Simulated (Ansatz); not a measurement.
TaGe2 (fluorite, Fm-3m), the program Ansatz at the PBE level (PAW), all energies at zero smearing, with the estimated change up to a 700 eV cutoff added, with one set of potentials and settings (totals compare only within such a set). Cell of 3 atoms (1 Ta, 2 Ge): -18520.825 eV.

| element | reference phase | E (eV/atom) |
|---|---|---|
| Ta | Im-3m, 1 atoms in the cell | -9932.2522 |
| Ge | Fd-3m, 2 atoms in the cell | -4294.9847 |

Formation energy per atom, worked out: (-18520.825 − 1×(-9932.2522) − 2×(-4294.9847))/3 = 0.466 eV/atom (45 kJ per mol of atoms), at 0 K, without zero-point energy or fitted corrections.

The cell is a constructed one: a structure type filled with these elements; neither database checked (COD, Materials Project) lists it. COD files the formula under space group No. 180, so this cell is another polymorph or a model. Whether it is the stable phase at ambient conditions was not checked. The cell was relaxed with PBE under the symmetry of its start; its stability against distortions is not shown here. The run is not spin-polarised. The references are the lowest solids computed at this level, not always the standard phases. Scalar-relativistic: spin–orbit coupling is off unless named, which matters more the heavier the elements.

Potentials: the later of the program's two PAW sets.
